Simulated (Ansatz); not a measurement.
# RbBr3: how the energy converges with the cutoff

RbBr3, I4/mmm, a = 4.517 Å, c = 12.874 Å. The structure is a Materials Project entry; whether it is the stable form wasn't checked. Ansatz: PBE, PAW, cutoff varied, Γ-centred 14×14×14 mesh on 4 atoms, Gaussian smearing 0.10 eV; no spin polarisation. Single points at one geometry, the cutoff alone changed; ΔE is the energy at zero smearing over the run at 600 eV (runs within 0.3 meV/atom of it are left out). The runs up to 350 eV lie under the cutoff recommended for these PAW datasets.

```
cutoff (eV)  ΔE (meV/atom)
        200         713.64
        250         140.30
        300          17.62
        350           1.38
        420              ?
```

Task: Assume ΔE falls exponentially with the cutoff, fit y = ln ΔE against x, the cutoff in eV, to the other rows, and predict the missing value.

Result: y = 6.570, 4.944, 2.869, 0.322. Means x = 275.0, y = 3.6762; Σ(Δx)² = 12500, ΣΔxΔy = -520.5; the slope is their ratio. y = 15.13 − 0.04164 x, a factor of ten per 55 eV. At 420 eV this gives ΔE = 0.09 meV/atom. The run gave 0.52, a ratio of 0.17. Between neighbouring rows the decay runs from a factor of ten per 45 eV to one per 165 eV, so one exponential is only a rough guide. The fast fall gives way to a slow tail, so a fit to low cutoffs promises convergence too early.